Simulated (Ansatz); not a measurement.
## Computed properties of Ga

Ga:
```xyz
4
Lattice="3.7689 -2.2558 0.0000 3.7689 2.2558 0.0000 0.0000 0.0000 4.5035" Properties=species:S:1:pos:R:3 pbc="T T T"
Ga     4.9943    -1.4831     1.1259
Ga     2.5434     1.4831     3.3777
Ga     4.9943     1.4831     3.3777
Ga     2.5434    -1.4831     1.1259
```

Space group Cmcm (No. 63); conventional cell a = 7.5377 Å, b = 4.5117 Å, c = 4.5035 Å, α = 90.00°, β = 90.00°, γ = 90.00°.

Method: LDA in the plane-wave PAW code Ansatz. Structure relaxed to zero pressure with the same functional. Other levels are named where they apply.

### Cell and energy

```
Item                 Result
---------------  ----------
Volume per atom    19.14 Å³
Density          6.05 g/cm³
```

### Electronic structure

```
Item                                                                         Value
------------------------------------  --------------------------------------------
Electronic character                                             metallic (no gap)
Density of states at the Fermi level  0.17 states/eV per atom (mean over ±0.08 eV)
```

### Mechanics

```
Property                               Value
----------------------------------  --------
Bulk modulus (Birch–Murnaghan fit)  56.7 GPa
Pressure derivative B′                   4.8
```

### Phonons

```
Property                                        Value
-----------------------------  ----------------------
Highest zone-centre frequency                249 cm⁻¹
Zone-centre stability          no imaginary mode at Γ
```

The workflow started from a Materials Project entry (that database holds measured and hypothetical structures alike); the Crystallography Open Database files this formula in space group No. 63, but the cells were not matched. It is not the phase usual at ambient conditions (space group No. 64). The LDA relaxation kept the symmetry of its start. As this level gives no gap, phonon frequencies hold no LO–TO term and depend on the k-mesh and smearing (Fermi–Dirac, 0.1 eV here). Axis ratios of metals converge slowly with the k-mesh, so a and c are less sure than the volume. Spin–orbit coupling is left out wherever it is not named.

Potentials: the earlier of the program's two PAW sets. The files were generated under PBE; for other functionals the program regenerates the frozen cores, and for LDA and PBEsol the local potential too.
